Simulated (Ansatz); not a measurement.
Method: DFT PBE, scalar-relativistic, plane waves, PAW in Ansatz. Settings: cutoff 420 eV, Γ-centred meshes spaced at most about 0.3 Å⁻¹, and about 0.25 Å⁻¹ or finer for metals (2π included), Gaussian smearing. No spin polarisation in the final relaxations.

Temperature and zero-point effects are left out. All come from trial cells, and lower structures may exist.

Question: These unrelaxed guesses for GaGeO are each relaxed within their symmetry. Order them by the energy at which they end, lowest first.
A.

Space group P4/nmm:1 (No. 129). a = 3.922 Å, b = 3.922 Å, c = 6.367 Å, α = 90.00°, β = 90.00°, γ = 90.00°
```
atom  site  symmetry       x       y       z
  Ga    2a      -4m2  0.0000  0.0000  0.0000
  Ge    2c       4mm  0.0000  0.5000  0.8187
   O    2c       4mm  0.0000  0.5000  0.3086
```

B.

Space group Cmmm (No. 65). a = 4.990 Å, b = 5.069 Å, c = 4.153 Å, α = 90.00°, β = 90.00°, γ = 90.00°
```
atom  site  symmetry       x       y       z
  Ga    2b       mmm  0.5000  0.0000  0.0000
  Ge    2c       mmm  0.5000  0.0000  0.5000
   O    2a       mmm  0.0000  0.0000  0.0000
```

C.

Space group Pmmm (No. 47). a = 3.493 Å, b = 3.517 Å, c = 3.544 Å, α = 90.00°, β = 90.00°, γ = 90.00°
```tsv
atom	site	symmetry	x	y	z
Ga	1h	mmm	0.5000	0.5000	0.5000
Ge	1f	mmm	0.5000	0.5000	0.0000
O	1a	mmm	0.0000	0.0000	0.0000
```

D.

Space group P4/mmm (No. 123). a = 3.630 Å, b = 3.630 Å, c = 3.456 Å, α = 90.00°, β = 90.00°, γ = 90.00°
```csv
atom,site,symmetry,x,y,z
Ga,1a,4/mmm,0.0000,0.0000,0.0000
Ge,1d,4/mmm,0.5000,0.5000,0.5000
O,1b,4/mmm,0.0000,0.0000,0.5000
```

Answer: B (ends in P4/mmm, 0 meV/atom), A (ends in P4/nmm, 117 meV/atom), C (ends in P4/mmm, 146 meV/atom), D (ends in P4/mmm, 186 meV/atom).

No dispersion correction is applied, so the spacing and binding between layers, chains or molecules are poorly described (P4/nmm), and this can change margins and order among such cells. In P4/mmm at 15.1 Å³/atom, P4/mmm at 16.3 Å³/atom, P4/mmm at 16.9 Å³/atom an odd number of electrons in the primitive cell allows no gap without spin; a larger cell or a magnetic state could open one. Cells relaxed within their symmetry can be saddle points. Some structure types and database cells were kept out of the candidates from the start, so a known form may be missing.
